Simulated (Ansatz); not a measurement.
PbF2 (fluorite)

```
CELL_PARAMETERS angstrom
      0.00000     2.96064     2.96064
      2.96064     0.00000     2.96064
      2.96064     2.96064     0.00000
ATOMIC_POSITIONS crystal
  Pb 0.00000 0.00000 0.00000
  F  0.75000 0.75000 0.75000
  F  0.25000 0.25000 0.25000
```

The slice is a {111} plane (indices of the conventional cell) through the point (0.250, 0.250, 0.250) (fractional), spanned by u = [100] and v = [-1 2 0] in vectors of this cell: u (4.19 Å) and v (7.25 Å, at 90° to u). It covers one period; positions are fractions (u, v).

These are r2SCAN (plane waves to 500 eV, PAW, scalar-relativistic; Ansatz, a first-principles code) values and carry that method's errors. k mesh 10×10×10. These are valence fields of a PAW run, semicore shells included where kept as valence: close to a nucleus they are smooth pseudo fields. PbF2 was relaxed with its symmetry unable to fall. Spin-orbit coupling is left out, though Pb is heavy.

Problem. Predict the map of the electrostatic potential energy of an electron, from the cell's mean on the slice.

Solution. 
```
|xxxx#+-. .-+#xxx|
|xxxx*:     :*xxx|
|xxx#=  xxx  =#xx|
|@@%*-  xxx  -*%@|
|@@%*:  xxx  :*%@|
|@@%*-  xxx  -*%@|
|@@%*=.     .=*%@|
|@@%#*=.   .=*#%@|
|@@@%#*+===+*#%@@|
|@@@@@%%###%%@@@@|
|@@@@@@xxxxx@@@@@|
|%%@@@xxxxxxx@@@%|
|##%@@xxxxxxx@@%#|
|=+*#%xxxxxxx%#*+|
| .-+#xxxxxxx#+-.|
|   :*xxxxxxx*:  |
|xx  =#xxxxx#=  x|
|xx  -*%@@@%*-  x|
|xx  :*%@@@%*:  x|
|xx  -*%@@@%*-  x|
|   .=*%@@@%*=.  |
|  .=*#%@@@%#*=. |
|==+*#%@@@@@%#*+=|
|##%%@@@@@@@@@%%#|
|xxx@@@@@@@@@@@xx|
|xxxx@@@%%%@@@xxx|
|xxxx@@%###%@@xxx|
|xxxx%#*+=+*#%xxx|
```
Scale: ten equal steps from -1.00 (start of ' ') to 7.24 (end of '@'), in the order ' .:-=+*#%@'. Values: electrostatic potential energy of an electron, from the cell's mean, in eV. The map has 16 points along u (one character each, u = 0 at the left) and 28 along v (v = 0 in the bottom row). Points within 1 Å of a nucleus are blanked (x), as the pseudised field means little there. Values under -1 eV are set to -1. The zero, the cell's mean, hangs on the PAW cores.
